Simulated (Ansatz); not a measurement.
LaI2:
Space group I4/mmm (No. 139); a = b = 3.944 Å, c = 14.236 Å, α = β = γ = 90.00°

```tsv
atom	site	symmetry	x	y	z
La	2a	4/mmm	0.0000	0.0000	0.0000
I	4e	4mm	0.0000	0.0000	0.3667
```
(The calculation used a cell of 3 atoms; values per cell refer to that cell.)

Relaxed with r²SCAN+D4.

Tabulate the valence density and the electron localisation function along the shortest La–I contact (3.37 Å), r²SCAN+D4 in the plane-wave PAW code Ansatz.



| distance from La (Å) | density (e/Å³) | ELF |
|---|---|---|
| 0.34 | 1.45 | 0.17 |
| 0.51 | 1.62 | 0.58 |
| 0.67 | 1.59 | 0.79 |
| 0.84 | 1.22 | 0.83 |
| 1.01 | 0.73 | 0.75 |
| 1.18 | 0.39 | 0.47 |
| 1.35 | 0.21 | 0.16 |
| 1.52 | 0.15 | 0.10 |
| 1.69 | 0.16 | 0.22 |
| 1.86 | 0.21 | 0.55 |
| 2.02 | 0.30 | 0.74 |
| 2.19 | 0.46 | 0.74 |
| 2.36 | 0.70 | 0.67 |
| 2.53 | 1.02 | 0.60 |
| 2.70 | 2.30 | 0.50 |
| 2.87 | 6.79 | 0.31 |
| 3.04 | 12.99 | 0.17 |

The density is the valence pseudo-density with augmentation charge, so density and ELF within about 1 Å of a nucleus are not all-electron values.

The workflow started from an entry of the Crystallography Open Database (COD). Whether it is the stable phase at ambient conditions was not checked. Symmetry was held in the r²SCAN+D4 relaxation; whether a distortion lowers the energy is not shown. Scalar-relativistic: spin–orbit coupling is off unless named, which matters more the heavier the elements.

Potentials: the later of the program's two PAW sets.
